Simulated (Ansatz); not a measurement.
# ²³Na nuclear quadrupole resonance in Na3BSbPO7

Cell: a Materials Project structure (computed, not necessarily an observed phase), atoms as given.

Space group P2_1/m (No. 11); a = 5.4720, b = 6.9512, c = 9.3185 Å, β = 92.94°.

| site | Wyckoff | site symmetry | x | y | z |
| --- | --- | --- | --- | --- | --- |
| Na1 | 2e | m | 0.2405 | 0.2500 | 0.9298 |
| Na2 | 4f | 1 | 0.7507 | 0.0080 | 0.7518 |
| B | 2e | m | 0.2641 | 0.7500 | 0.9337 |
| Sb | 2e | m | 0.2220 | 0.7500 | 0.6546 |
| P | 2e | m | 0.2807 | 0.2500 | 0.6000 |
| O13 | 2e | m | 0.7301 | 0.2500 | 0.9233 |
| O14 | 2e | m | 0.0404 | 0.7500 | 0.8457 |
| O15 | 2e | m | 0.4709 | 0.7500 | 0.8483 |
| O16 | 4f | 1 | 0.1773 | 0.0737 | 0.6836 |
| O18 | 2e | m | 0.5606 | 0.2500 | 0.6096 |
| O19 | 2e | m | 0.8122 | 0.7500 | 0.5625 |

One atom of each set is listed.

All values are calculated (Ansatz; DFT, PBE, plane waves and PAW, scalar-relativistic, 420 eV cutoff, Γ-centred 4×3×3 k-points, Fermi–Dirac smearing 0.02 eV), not measured.

²³Na: I = 3/2, Q = 104.0 mb (year-2017 value). Static lattice, zero field.

Sites with a gradient: Na1 (2 atoms; 6 O at 2.54–2.79 Å); Na2 (4 atoms; 6 O at 2.33–2.55 Å).

(1) The simulated spectrum has lines at 1.15, 1.70 MHz. Sort them into the sets that belong together, and say which site each set most likely comes from.

## Answers

(1) For I = 3/2 there is one line, ν = (|C_Q|/2)(1 + η²/3)^½. Na1: 1.70 MHz (|C_Q| = 3.30 MHz, η = 0.42). Na2: 1.15 MHz (|C_Q| = 2.12 MHz, η = 0.75).

The sites follow from the calculation. Like point charges on the first shell alone (each adding as 1/d³) would give the same order.

The run took 44 s of wall time (44 s of CPU time) and 1.1 GiB at its peak, on 1 thread of AMD EPYC 7R13 Processor (Zen 3) (x86_64; 16 cores open to the job, memory cap 2.5 GiB, no GPU), a shared host with a load of 0.3 a core.
